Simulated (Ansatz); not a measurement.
Ba₂O:
```cif
data_Ba2O
_chemical_formula_sum 'Ba2 O1'
_space_group_name_H-M_alt 'P 1'
_space_group_IT_number 1
_cell_length_a 7.50603
_cell_length_b 7.50603
_cell_length_c 7.50603
_cell_angle_alpha 30.140
_cell_angle_beta 30.140
_cell_angle_gamma 30.140
loop_
_space_group_symop_operation_xyz
  'x, y, z'
loop_
_atom_site_label
_atom_site_type_symbol
_atom_site_fract_x
_atom_site_fract_y
_atom_site_fract_z
_atom_site_occupancy
Ba1 Ba 0.73572 0.73572 0.73572 1
Ba2 Ba 0.26428 0.26428 0.26428 1
O1 O 0.00000 0.00000 0.00000 1
```

Relaxed with PBEsol.

Q: Decompose the optical modes at the zone centre into irreducible representations, and say which are infrared and Raman allowed.

A: Point group -3m: Γ_opt = A1g + A2u + Eg + Eu. Infrared: A2u, Eu. Raman: A1g, Eg.

Q: Assign frequencies (DFPT, PBEsol in the plane-wave PAW code Ansatz).

A: Eg 57, A1g 116, A2u 121, Eu 211 cm⁻¹.

Space group R-3m. The start of the workflow was typed in or built on a structure type; neither database checked (COD, Materials Project) lists it. Its standing as an ambient phase is unchecked. The PBEsol relaxation kept the symmetry of its start; its stability against distortions is not shown here. The volume moved by -23 % from the start of the relaxation. As this level gives no gap, phonon frequencies hold no LO–TO term and depend on the k-mesh and smearing (Fermi–Dirac, 0.1 eV here). Spin–orbit coupling is left out wherever it is not named.

Potentials: the earlier of the program's two PAW sets. The files were generated under PBE; for other functionals the program regenerates the frozen cores, and for LDA and PBEsol the local potential too.
